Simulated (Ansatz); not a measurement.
SiC:
```
SiC
1.0
    3.09550     0.00000     0.00000
   -1.54775     2.68078     0.00000
    0.00000     0.00000    20.24369
Si C
8 8
Direct
  0.33333   0.66667   0.25011
  0.66667   0.33333   0.75011
  0.33333   0.66667   0.62500
  0.66667   0.33333   0.12500
  0.00000   0.00000   0.00009
  0.00000   0.00000   0.50009
  0.33333   0.66667   0.87518
  0.66667   0.33333   0.37518
  0.33333   0.66667   0.96892
  0.66667   0.33333   0.46892
  0.00000   0.00000   0.09386
  0.00000   0.00000   0.59386
  0.33333   0.66667   0.34412
  0.66667   0.33333   0.84412
  0.33333   0.66667   0.71873
  0.66667   0.33333   0.21873
```

Relaxed with PBE. 

Q: HSE06 on this cell (Ansatz, a program for electronic structure, PAW) gives a gap of 2.66 eV. What does PBE give?

A: 1.78 eV.

Cost on shared cores: the PBE run (SCF on a 10×10×2 mesh, then bands and DOS) roughly 110 core-seconds, the HSE06 run (SCF on 6×6×1, then a few points) very roughly 2.9 core-minutes; the tasks are unlike.

Space group P6_3mc. The workflow started from an entry of the Crystallography Open Database (COD). Its sites differ from those of the usual phase in this space group: another stacking or structure type. The cell was relaxed with PBE under the symmetry of its start; phonons on a q-mesh show no instability.

Potentials: the later of the program's two PAW sets.

Ansatz is a plane-wave DFT program.
